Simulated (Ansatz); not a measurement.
Y5Ge3 in space group P6_3/mcm (No. 193; Y on 6g, Y on 4d, Ge on 6g) at seven volumes, r²SCAN (plane waves, PAW; program Ansatz), shape and atoms relaxed at each. One row is withheld.

| V (Å³/atom) | P (GPa) |
|---|---|
| 22.904 | 8.32 |
| 23.659 | 5.12 |
| 24.414 | 2.37 |
| 25.169 | 0.00 |
| 25.924 | -2.03 |
| 26.679 | ? |
| 27.434 | -5.28 |

Task: Fit the shown pressures and predict the withheld one.

Result: P = (3/2)B₀(x^(7/2) − x^(5/2))[1 + (3/4)(B′ − 4)(x − 1)] with x = (V₀/V)^(2/3). Least squares on the six rows gives V₀ = 25.170 Å³/atom, B₀ = 72.9 GPa, B′ = 4.03. At V = 26.679, x = 0.9619 and P = -3.77 GPa. The run itself gave -3.78 GPa.

The workflow started from a Materials Project entry (that database holds measured and hypothetical structures alike); the Crystallography Open Database copy checked does not list it. Whether it is the stable phase at ambient conditions was not checked. The cell was relaxed with r²SCAN under the symmetry of its start; whether a distortion lowers the energy is not shown. The run is not spin-polarised.

Potentials: the later of the program's two PAW sets.
